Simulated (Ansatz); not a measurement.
**Notes on Ba₂TeOsO₆**

```yaml
crystal:
  lattice:
    - [0.00000, 5.67065, 0.00000]
    - [5.67065, 0.00000, 0.00000]
    - [2.83532, 2.83532, -4.38341]
  atoms:
    - { symbol: Os, position: [0.00000, 0.00000, 0.00000] }
    - { symbol: O, position: [0.24400, 0.26300, 0.00000] }
    - { symbol: O, position: [0.26300, 0.75600, 0.00000] }
    - { symbol: O, position: [0.75600, 0.73700, 0.00000] }
    - { symbol: O, position: [0.73700, 0.24400, 0.00000] }
    - { symbol: Te, position: [0.50000, 0.50000, 0.00000] }
    - { symbol: O, position: [0.28100, 0.28100, 0.43800] }
    - { symbol: O, position: [0.71900, 0.71900, 0.56200] }
    - { symbol: Ba, position: [0.75000, 0.25000, 0.50000] }
    - { symbol: Ba, position: [0.25000, 0.75000, 0.50000] }
```

Level: PBE, no spin polarisation; 420 eV; 6×6×6 Γ-centred mesh; cold occupations (width 0.0159 eV); Ansatz 0.2.0, fixed geometry.

Forces: The largest is on O8 (and as large on other atoms): 2.69 eV/Å, components (0.00, 0.00, 2.69). It makes 180° with the line to a nearest neighbour, Te6 at 1.92 Å, pointing away from it.
Stress: The pressure is 9.4 GPa (compression positive), so with the atoms held at these fractions the cell would first expand; the forces are large, so a full relaxation may end otherwise. The principal stresses 7.5, 10.3, 10.3 GPa differ, so its shape would change too.
Contacts: Te–O at 1.92 Å: least valence density 0.96 e/Å³ and ELF 0.40 there. Os–O at 2.03 Å: least valence density 0.74 e/Å³ and ELF 0.20 there. Ba–O at 2.85 Å: least valence density 0.17 e/Å³ and ELF 0.09 there. Both are smooth PAW fields, read partly inside the augmentation spheres.
Formation energy: -1.44 eV an atom against the elements' usual phases (free molecules for gases, crystals otherwise, with no correction for O₂ or N₂), so it is bound against them; other compounds may still compete. Relaxing would lower it.
Electronic structure: It is a metal, with about 8.2 states/eV a cell as the mean within 0.25 eV of the Fermi level, mostly Os d (66 %) and O p (26 %).

Origin: a known structure type with other elements, at an estimated volume, so it need not be a known compound. Caveats: many states at the Fermi level without spin polarisation, so a magnetic state may lie lower; correlation that this level lacks may open a gap in such a compound; atoms or cell far from equilibrium.
